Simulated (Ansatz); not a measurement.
## CdCS3: settings compared (Ansatz)

Input:

```yaml
crystal:
  lattice:
    - [2.998305, 5.193214, 0.0]
    - [-2.998305, 5.193214, 0.0]
    - [-2.998305, 1.731068, 6.259317]
  atoms:
    - { symbol: Cd, position: [0.3291, 0.3418, 0.9873] }
    - { symbol: Cd, position: [0.67128, 0.65744, 0.01394] }
    - { symbol: C, position: [0.0567, 0.8866, 0.17] }
    - { symbol: C, position: [0.9424, 0.1152, 0.8271] }
    - { symbol: S, position: [0.7651, 0.1362, 0.2603] }
    - { symbol: S, position: [0.0987, 0.5048, 0.2603] }
    - { symbol: S, position: [0.3965, 0.8384, 0.2603] }
    - { symbol: S, position: [0.2303, 0.8648, 0.7413] }
    - { symbol: S, position: [0.9049, 0.489, 0.7413] }
    - { symbol: S, position: [0.6061, 0.1636, 0.7413] }
  symmetry: { tolerance: 0.0003 }
kpoints:
  mp_grid: { grid: [4, 4, 4], shift: [0, 0, 0] }
magnetization:
  spin_polarized: false
scf:
  occupations: { method: cold, width: 0.2383 }
hamiltonian:
  pseudopotentials: { kind: paw }
  xc: r2scan
basis:
  ecutwfc: 500
output:
  forces: true
  stress: true
  eigenvalues: true
```

Launch command:

```bash
ansatz run input.yaml --threads 1 --pin off --max-ram 2560MiB --backend cpu --events-out ev --progress --plain --runs-dir out
```

Origin of the cell: a known structure type with other elements, at an estimated volume, so it need not be a known compound.

Output of this run (shortened):

```
SCF iter   1: F=—  HF=-22471.380739 eV  Δρ=7.24e-3  dr2=9.04e-2  dr2_τ=1.11e-1
SCF iter   2: F=—  HF=-22471.412115 eV  S|Δr|=    0.00e0  Δρ=2.52e-3  dr2=1.51e-2  dr2_τ=1.55e-3
SCF iter   3: F=—  HF=-22471.411260 eV  S|Δr|=    0.00e0  Δρ=1.36e-3  dr2=7.49e-3  dr2_τ=3.88e-4
SCF iter   4: F=—  HF=-22471.409975 eV  S|Δr|=    0.00e0  Δρ=5.32e-4  dr2=1.05e-3  dr2_τ=1.24e-5
SCF iter   5: F=—  HF=-22471.409750 eV  S|Δr|=    0.00e0  Δρ=1.90e-4  dr2=1.54e-4  dr2_τ=1.74e-6
SCF iter   6: F=—  HF=-22471.409711 eV  S|Δr|=    0.00e0  Δρ=4.48e-5  dr2=4.70e-6  dr2_τ=2.48e-7
SCF iter   7: F=—  HF=-22471.409775 eV  S|Δr|=    0.00e0  Δρ=1.10e-5  dr2=3.77e-7  dr2_τ=1.65e-8
SCF iter   8: F=-22471.409775 eV  HF=-22471.409775 eV  S|Δr|=    0.00e0  Δρ=3.50e-6  dr2=3.89e-8  dr2_τ=1.42e-9
SCF 1 converged in 8 iterations: F = -22471.409775 eV  dr2 = 3.89e-8
SCF converged after 8 iterations
Stability not checked: this state was not tested for a lower state beside it, because cold or Methfessel-Paxton smearing, or corrected tetrahedra, fill the levels in a way that the test cannot read (fill_not_monotonic; […]
Free energy (F): -22471.409775 eV
Harris-Foulkes:  -22471.409775 eV  (|F-HF|=2.13e-8)
Internal energy: -22471.386576 eV  (E = F + TS)
E sigma→0 (E₀):  -22471.402042 eV
Entropy (-TS):   -0.023199 eV (-2.320 meV/atom)
Fermi energy:    6.154243 eV
--- Per-component energies (eV) ---
  E_band       = -1116.489335
  E_kinetic    = 1795.196931
  E_local      = -10221.511953  (includes V_loc(G=0)·N_el)
  E_nonlocal   = 292.300001
  E_hartree    = 4641.862963
  E_xc         = -969.293880
  E_vxc        = -1172.550680  (∫ρ·V_xc dr)
  E_paw        = -12067.117261  (= ΣΔE_a)
  E_vpaw       = -1161.563187  (= ΣTr[D̂ρ^β])
  E_aug_tail   = 0.000022  (compensation charges beyond the density's cutoff)
  E_vtau       = 67.923104  (kinetic-family band-sum trace: ∫τ·v_τ [+ j·A + Jᵃ·Aᵃ] dr)
  E_ewald      = -5940.985709
  E_core_change = -1.837689  (= ΣΔE_core)
  E_smearing   = -0.023199  (= −TS)
  Σ components = -22471.409775   (vs F -22471.409775, Δ=0.00e0)
--- Forces (eV/Å), atoms counted from 1 ---
[… 5 lines left out …]
  atom   6  S     -1.550147     2.452935    -0.512601
  atom   7  S     -1.349230    -2.568933    -0.512602
  atom   8  S     -2.739852    -0.019677     0.449881
  atom   9  S      1.386967    -2.362943     0.449880
  atom  10  S      1.352885     2.382620     0.449882
  max |Σ_I F_I| component: 7.75e-5 eV/Å
--- Stress (GPa, compression-positive) ---
       -9.409952       0.000000       0.000000
       -0.000000      -9.409952      -0.000002
       -0.000000      -0.000002      -2.953586
  P = ⅓ Tr σ = -7.2578 GPa (-72.578 kbar)
```

The same input was run again with these changes:

1. `kpoints.mp_grid.shift` [0, 0, 0] → [0.5, 0.5, 0.5]; `scf.occupations.width` 0.2383 → default; `scf.occupations.method` cold → tetrahedron
2. `hamiltonian.xc` r2scan → rpbe; `kpoints.mp_grid.grid` [4, 4, 4] → [5, 5, 5]; `crystal.symmetry` { tolerance: 0.0003 } → { detect: false }
3. `scf.algorithm` default → density_mixing; `scf.convergence.dr2_threshold` default → 1.0e-09; `magnetization` { spin_polarized: false } → { spin_polarized: true } (starts: random); typed moments: Cd1 4, Cd2 0.5, C3 1, C4 -2, S5 4, S6 4, S7 -1, S8 -0.5, S9 1, S10 -0.5
4. `scf.mixing.algorithm` default → msr1; `scf.mixing.beta` default → 0.05; `scf.mixing.ndim` default → 4; `scf.n_extra_bands` default → 4

| run | end | SCF iterations | P (GPa) | max force component (eV/Å) | moment (μB) | ΔE(σ→0) (meV/atom) |
| --- | --- | --- | --- | --- | --- | --- |
| base | converged | 8 | -7.26 | 2.899 | – | 0 |
| 1 | converged | 9 | -7.29 | 2.851 | – | 0.15 |
| 2 | converged | 8 | -3.25 | 2.771 | – | – |
| 3 | converged | 27 | -7.26 | 2.899 | 0.00 | 0.00 |
| 4 | converged | 9 | -7.26 | 2.899 | – | 0.00 |

Energies are compared only where functional, datasets, charge and starting cell are the same.

Caveats of the base run: the k mesh is coarse if the cell is a metal; wide smearing.

Run 1: forces and stress under tetrahedra may miss the slope of the energy; the k mesh keeps only part of the crystal's symmetry.
Run 2: forces of this functional can be a tenth off on datasets made under PBE.
Run 3: a starting moment was lost.

The base run took 24 s on 1 thread of Intel(R) Xeon(R) Platinum 8488C (Sapphire Rapids), with other jobs on the host, peak memory 0.92 GiB, from the program's own first density.
